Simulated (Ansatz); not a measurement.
The calculation used DFT PBE, scalar-relativistic, plane waves, PAW in Ansatz. All cells share a 420 eV cutoff and Γ-centred k meshes spaced at most about 0.3 Å⁻¹ (2π included). No spin polarisation in the final relaxations.

All energies are static (0 K, no zero-point motion). All come from trial cells, and lower structures may exist.

Question: Which of these relaxed structures of Sn4Se3S is the lowest in energy?
A.

```cif
data_structure
_symmetry_space_group_name_H-M 'I4/mmm'
_symmetry_Int_Tables_number 139
_cell_length_a 6.0138
_cell_length_b 6.0138
_cell_length_c 12.0163
_cell_angle_alpha 90.000
_cell_angle_beta 90.000
_cell_angle_gamma 90.000
_cell_volume 434.58
loop_
_atom_site_label
_atom_site_type_symbol
_atom_site_symmetry_multiplicity
_atom_site_Wyckoff_symbol
_atom_site_fract_x
_atom_site_fract_y
_atom_site_fract_z
_atom_site_occupancy
Sn1 Sn 4 c 0.00000 0.50000 0.00000 1
Sn2 Sn 4 e 0.00000 0.00000 0.25672 1
Se1 Se 4 d 0.00000 0.50000 0.25000 1
Se2 Se 2 a 0.00000 0.00000 0.00000 1
S1 S 2 b 0.50000 0.50000 0.00000 1
```

B.

```cif
data_structure
_symmetry_space_group_name_H-M 'Cm'
_symmetry_Int_Tables_number 8
_cell_length_a 11.8863
_cell_length_b 4.2014
_cell_length_c 8.8786
_cell_angle_alpha 90.000
_cell_angle_beta 90.049
_cell_angle_gamma 90.000
_cell_volume 443.38
loop_
_atom_site_label
_atom_site_type_symbol
_atom_site_symmetry_multiplicity
_atom_site_Wyckoff_symbol
_atom_site_fract_x
_atom_site_fract_y
_atom_site_fract_z
_atom_site_occupancy
Sn1 Sn 2 a 0.12743 0.00000 0.01609 1
Sn2 Sn 2 a 0.12700 0.00000 0.51442 1
Sn3 Sn 2 a 0.37637 0.50000 0.76683 1
Sn4 Sn 2 a 0.37401 0.50000 0.28414 1
Se1 Se 2 a 0.35758 0.00000 0.98093 1
Se2 Se 2 a 0.14591 0.50000 0.72852 1
Se3 Se 2 a 0.14432 0.50000 0.23126 1
S1 S 2 a 0.34530 0.00000 0.47781 1
```

Answer: B. It has space group Cm (No. 8); the next, A, with Se and S ordered on rock salt sites, space group I4/mmm (No. 139), lies 13 meV/atom higher. Counting S or Se atoms around Sn (for each partner element, those within 1.25 times its shortest distance or 1.15 times the sum of covalent radii, where it is the nearest in units of that sum or under 1.3; a plus sign parts groups by distance over the sum of covalent radii; a slash parts the counts of unlike sites), the lowest has Sn 3/3+2 and the next has Sn 6.

No dispersion correction is applied, so the spacing and binding between layers, chains or molecules are poorly described (Cm), and this can change margins and order among such cells. Cells relaxed within their symmetry can be saddle points; a later kick test found a lower structure for Sn4Se3S I4/mmm. Some structure types and database cells were kept out of the candidates from the start, so a known form may be missing.
